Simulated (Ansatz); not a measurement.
HfO2 (baddeleyite type, space group P2_1/c)

```
HfO2
1.0
    5.16167     0.00000     0.00000
    0.00000     5.21254     0.00000
   -0.89783     0.00000     5.27699
Hf O
4 8
Direct
  0.27573   0.04291   0.20837
  0.72427   0.54291   0.29163
  0.72427   0.95709   0.79163
  0.27573   0.45709   0.70837
  0.06716   0.32866   0.34845
  0.93284   0.82866   0.15155
  0.93284   0.67134   0.65155
  0.06716   0.17134   0.84845
  0.44917   0.75722   0.47666
  0.55083   0.25722   0.02334
  0.55083   0.24278   0.52334
  0.44917   0.74278   0.97666
```

The volume is varied about the relaxed value V₀ at fixed cell shape. The atoms relax within the cell's symmetry.

These are PBE (plane waves to 420 eV, PAW, scalar-relativistic; Ansatz, a program for electronic structure) values and carry that method's errors. k mesh 5×5×5 (Γ-centred), Fermi-Dirac smearing 0.05 eV. Stress and pressure are positive under compression. The relaxing atoms change the space group within the scan (C2/c at V/V₀ = 1.160), so nothing is fitted. HfO2 is run without spin polarisation. HfO2 was relaxed with its symmetry unable to fall. Spin-orbit coupling is left out, though Hf is heavy. The PAW data are Ansatz's earlier set.

At one point of the scan the stress tensor (GPa) is:

```
   41.0      0.0      6.9
    0.0     52.5      0.0
    6.9      0.0     33.1
```

### Question
Which point is it?
A. V/V₀ = 0.920
B. V/V₀ = 0.893
C. V/V₀ = 0.840
D. V/V₀ = 0.947

### Answer
C, V/V₀ = 0.840

(Under strain, the slope of the energy per volume gives the stress and its curvature an elastic modulus.)
